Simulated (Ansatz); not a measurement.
A geometry of MoS2 away from equilibrium: step 3 of the relaxation of a relaxed MoS2 cell displaced along its unstable phonon at q = (0, 0, ½) of its primitive reciprocal cell (162i cm⁻¹), largest move 0.15 Å. These are PBE (plane waves to 420 eV, PAW, scalar-relativistic; Ansatz, a quantum-chemistry and plane-wave program) values and carry that method's errors. Γ-centred k-mesh 6×6×5 on the run's cell (coarser than for final values), Fermi–Dirac smearing 0.05 eV.

```
MoS2
1.0
    5.86182    -0.00255     0.00000
   -0.00255     5.86182     0.00000
    0.00000     0.00000     6.54773
Mo S
4 8
Direct
  0.50000   0.50000   0.24844
  0.50000   0.50000   0.75176
  0.00000   0.00000   0.97409
  0.00000   0.00000   0.52564
  0.79713   0.79713   0.24974
  0.78313   0.78313   0.75006
  0.28838   0.71162   0.99906
  0.28931   0.71069   0.50118
  0.71162   0.28838   0.99906
  0.71069   0.28931   0.50118
  0.20287   0.20287   0.24974
  0.21687   0.21687   0.75006
```

Predict the force on each atom, in eV/Å.


| atom | Fx | Fy | Fz |
|---|---|---|---|
| Mo1 | 0.00 | 0.00 | -0.15 |
| Mo2 | 0.00 | 0.00 | 0.17 |
| Mo3 | 0.00 | 0.00 | -0.07 |
| Mo4 | 0.00 | 0.00 | 0.05 |
| S5 | 0.00 | 0.00 | 0.01 |
| S6 | -0.01 | -0.01 | -0.01 |
| S7 | 0.01 | -0.01 | 0.01 |
| S8 | 0.02 | -0.02 | -0.01 |
| S9 | -0.01 | 0.01 | 0.01 |
| S10 | -0.02 | 0.02 | -0.01 |
| S11 | 0.00 | 0.00 | 0.01 |
| S12 | 0.01 | 0.01 | -0.01 |

What is the pressure?

0.0 GPa, compression positive.

How far above the relaxed end point is this geometry?

0.02 eV/atom; the path ends in P-42₁m (No. 113).

No spin polarisation in the result.

The run could not lose the symmetry of its start: the end is stationary, and may be a saddle point rather than a minimum.

The end of the path is a generated cell of MoS2: the first start was made by placing the elements on the sites of a structure type, and the end was not matched to a known phase here, so it may be hypothetical. Known forms of MoS2 include space group No. 160, 194.
